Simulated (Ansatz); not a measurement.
RbBr:
```yaml
crystal:
  lattice:
    - [0.00000, 3.46297, 3.46297]
    - [3.46297, 0.00000, 3.46297]
    - [3.46297, 3.46297, 0.00000]
  atoms:
    - { symbol: Rb, position: [0.00000, 0.00000, 0.00000] }
    - { symbol: Br, position: [0.50000, 0.50000, 0.50000] }
```

Cartesian axes are those of the cell as given.

**Question.** Give the high-frequency dielectric tensor and the Born effective charge tensors of the independent atoms from DFPT, plane-wave PAW r²SCAN (Ansatz code).

**Answer.** 
ε∞:
```
2.41  0.00  0.00
0.00  2.41  0.00
0.00  0.00  2.41
```
Z* of atom 1 (Rb), rows: field, columns: displacement, in e:
```
1.14  0.00  0.00
0.00  1.14  0.00
0.00  0.00  1.14
```
Z* of atom 2 (Br), rows: field, columns: displacement, in e:
```
-1.14   0.00   0.00
 0.00  -1.14   0.00
 0.00   0.00  -1.14
```

Static charges for comparison (Bader): Rb1 +0.85, Br2 -0.85 e. Born charges measure polarisation by displacement and can exceed these by far.

Space group Fm-3m (rock salt). The cell was relaxed with r²SCAN under the symmetry of its start; phonons on a q-mesh show no instability. Scalar-relativistic: spin–orbit coupling is off unless named, which matters more the heavier the elements.

Potentials: the later of the program's two PAW sets.
